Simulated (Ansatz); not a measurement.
# W: an elastic constant from a strain scan

Computed with DFT r2SCAN, scalar-relativistic, plane waves, PAW (Ansatz 0.2.0). Settings: plane waves to 500 eV, k-mesh 26×26×26 (Γ-centred), Gaussian smearing 0.15 eV. Spin–orbit coupling is left out, which can shift energies with elements as heavy as these. No spin polarisation. Energies are free energies at this smearing, counted from the undisturbed cell; pressure is positive in compression.

The starting cell (relaxed at this level; with this scan's settings it stands at 0.1 GPa):

```xyz
1
Lattice="-1.5842 1.5842 1.5842 1.5842 -1.5842 1.5842 1.5842 1.5842 -1.5842" Properties=species:S:1:pos:R:3 pbc="T T T"
W     0.0000    0.0000    0.0000
```

The cell is strained by ε times the Voigt pattern (0, 0, 0, 1, 0, 0) (xx, yy, zz, yz, xz, xy; engineering shear) with fractional coordinates fixed. The cell holds 1 atom in V0 = 15.90 Å³. The stress column is τ = (1/V0) dE/dε, got from the stress tensor σ (compression positive) at each point as −det(1 + εP) σ : P(1 + εP)⁻¹, with P the pattern as a tensor.

| ε | ΔE (meV/atom) | τ (GPa) |
| --- | --- | --- |
| -0.0200 | ? | ? |
| -0.0100 | 0.748 | -1.509 |
| 0.0000 | 0.000 | 0.000 |
| 0.0050 | 0.187 | 0.754 |
| 0.0150 | 1.686 | 2.266 |

**Question.** Which combination of elastic constants does this scan measure, and how large is it?

**Answer.** For small ε, τ = τ0 + Kε with K = pᵀCp, which for this pattern is C44 in the cubic axes. The parabola through τ at ε = -0.0100, 0 and 0.0050 has slope K = 151 GPa at zero. The energies per cell, E = NΔE, of the same two points give K = 2[E(ε₊)/ε₊ − E(ε₋)/ε₋]/[(ε₊ − ε₋)V0] = 151 GPa, in agreement.

**Question.** Predict the withheld row at ε = -0.0200 from the harmonic law, and compare.

**Answer.** ΔE = V0(τ0 ε + Kε²/2)/N = 2.995 meV/atom and τ = -3.02 GPa. The calculation gives 2.999 meV/atom and -3.03 GPa, a miss of 0.01 meV/atom at most, so the harmonic law still holds here.

In a metal these slopes depend on the k mesh and the smearing.

Cost: 5 runs of about 7.5 core-minutes in all, on Intel Xeon Processor @ 2.50GHz (Skylake/Cascade Lake) (shared hosts).